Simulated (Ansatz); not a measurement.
W:
```yaml
crystal:
  lattice:
    - [-1.57718, 1.57718, 1.57718]
    - [1.57718, -1.57718, 1.57718]
    - [1.57718, 1.57718, -1.57718]
  atoms:
    - { symbol: W, position: [0.00000, 0.00000, 0.00000] }
```

Relaxed with PBEsol. Special points in fractions of this cell's reciprocal vectors: Γ (0.000, 0.000, 0.000); H (0.500, -0.500, 0.500); N (0.000, 0.000, 0.500); P (0.250, 0.250, 0.250).

Task: List the band energies nearest the Fermi level at these points for the program Ansatz at the PBEsol level (PAW).

Result: In eV from the Fermi level; about four levels below and three above (degenerate sets whole), none deeper than 8.9 eV; … stands for higher levels left out; points with the same levels are listed once.

```csv
k,below,above
Γ,-1.25 -1.25 -1.25,2.26 2.26 …
H,-5.93 -5.93,5.25 5.25 5.25
N,-6.34 -3.62,0.75 2.16 3.16
P,-2.97 -2.97 -2.97,3.33 3.33 6.69
```

Space group Im-3m (bcc (W type)). Symmetry was held in the PBEsol relaxation. The run is not spin-polarised. Scalar-relativistic: spin–orbit coupling is off unless named, which matters more the heavier the elements.

Potentials: the later of the program's two PAW sets.
